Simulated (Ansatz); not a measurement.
The start is a generated cell, SiC built in the zincblende structure type. Cell shape, volume and atoms are optimised at zero target pressure with PBEsol (plane waves to 420 eV, PAW, scalar-relativistic; Ansatz, a quantum-chemistry and plane-wave program). First-step values are on the input's coarse k-mesh.

Ansatz input (later rounds restart from its end on a renewed k-mesh):
Ansatz 0.2 input:
```yaml
crystal:
  lattice:
    - [0, 2.176989, 2.176989]
    - [2.176989, 0, 2.176989]
    - [2.176989, 2.176989, 0]
  atoms:
    - { symbol: C, position: [0.75, 0.75, 0.75] }
    - { symbol: Si, position: [0, 0, 0] }
basis: { ecutwfc: 420, ecutrho_ratio: 4, xc_grid: 2, fft_grid_basis: typed }
kpoints: { mp_grid: { grid: [9, 9, 9] } }
hamiltonian:
  xc: pbesol
  dispersion: none
  pseudopotentials: { kind: paw }
scf: { occupations: { method: fermi_dirac, width: 0.05 } }
relax: { f_tol: 0.01, max_steps: 100, cell: { stress_tol: 0.02 } }
output: { forces: true, stress: true }
```

How much energy is released per atom?

Under 1 meV/atom.

How do the shortest distances between atoms change?

The closest pairs of elements (up to four, under 3.6 Å), start → end: C–Si 1.89 → 1.89 Å; C–C 3.08 → 3.08 Å; Si–Si 3.08 → 3.08 Å.

Is the relaxed structure metallic? Give its gap.

1.24 eV, indirect (valence top at Γ, conduction bottom at X) (no spin-orbit coupling).

Give the final cell and atomic positions.


Space group F-43m (No. 216); a = b = c = 4.357 Å, α = β = γ = 90.00°

| atom | site | symmetry | x | y | z |
|---|---|---|---|---|---|
| C | 4c | -43m | 0.2500 | 0.2500 | 0.2500 |
| Si | 4a | -43m | 0.0000 | 0.0000 | 0.0000 |
(The calculation used a cell of 2 atoms; values per cell refer to that cell.)

The space group stays F-43m (No. 216) (the run could not lower it); the end is zinc blende type, with 2 atoms in the primitive cell. Final values are on a 13×13×13 k-mesh of the relaxed cell. No spin polarisation in the result.

The run could not lose the symmetry of its start.

All atoms sit on sites fixed by symmetry, so only the cell could relax.
